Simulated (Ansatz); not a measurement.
# All-electron DFT: As₃O

System: generated As₃O in a small cell holding one bonded unit, strained and with atoms displaced.

PBE, all-electron LAPW in Ansatz, scalar relativity, no spin–orbit coupling, point nucleus. k-points 2×2×2 (shift 0.5, 0.5, 0.5 mesh steps), Fermi–Dirac smearing of 0.15 eV. The mesh is coarse, so the numbers hold for this sampling and aren't converged over the zone. In metals such a mesh can move stress, forces and moments by their own size. No spin polarisation. The cell's electron count is odd, so a run with spin could end lower.

```xyz
4
Lattice="-3.3894 3.4611 3.4450 3.5353 -3.1178 3.2475 3.0968 2.8251 -3.1016" Properties=species:S:1:pos:R:3 pbc="T T T"
O     2.6334    1.5057    1.1609
As    3.1695    2.5080   -0.5174
As    3.4431   -0.3606    0.9142
As    3.6540    2.5870    2.4849
```

Q: What forces and pressure does this calculation give?

A: 
| atom | Fx (eV/Å) | Fy (eV/Å) | Fz (eV/Å) |
| --- | --- | --- | --- |
| O1 | 0.061 | 0.188 | 0.051 |
| As2 | 0.045 | -0.516 | 1.016 |
| As3 | 0.056 | 0.247 | -0.096 |
| As4 | -0.163 | 0.080 | -0.972 |

Stress xx yy zz yz xz xy in GPa, positive in compression: -5.61 -6.69 -7.76 0.84 -1.45 0.22.

```
All-electron free energy E − TS (its zero hangs on the relativistic scheme and nucleus) : -186615.866 eV
Pressure                                                                                : -6.69 GPa
Largest force                                                                           : 1.141 eV/Å
```

Q: Switch to r2SCAN by all-electron PAW datasets generated for the cell without frozen cores, scalar-relativistic, point nucleus, all else held.

A: Compared with PBE, the pressure goes down by 1.31 GPa to -8.00 GPa, and the forces move by 0.392 eV/Å (r.m.s. over the atoms).

Forces in eV/Å:
```
O1    0.359  0.213 -0.016
As2   0.017 -0.707  1.420
As3  -0.034  0.591 -0.071
As4  -0.342 -0.097 -1.332
```

Q: Now LDA (PW92) by all-electron full-potential LAPW, scalar-relativistic, point nucleus at the same geometry. How do the results move?

A: Relative to PBE, the pressure drops by 2.33 GPa to -9.02 GPa, and the forces move by 0.387 eV/Å (r.m.s. over the atoms).

Forces (eV/Å): O1 (0.508, 0.239, -0.033); As2 (-0.038, -0.695, 1.294); As3 (-0.112, 0.573, -0.044); As4 (-0.358, -0.116, -1.217).
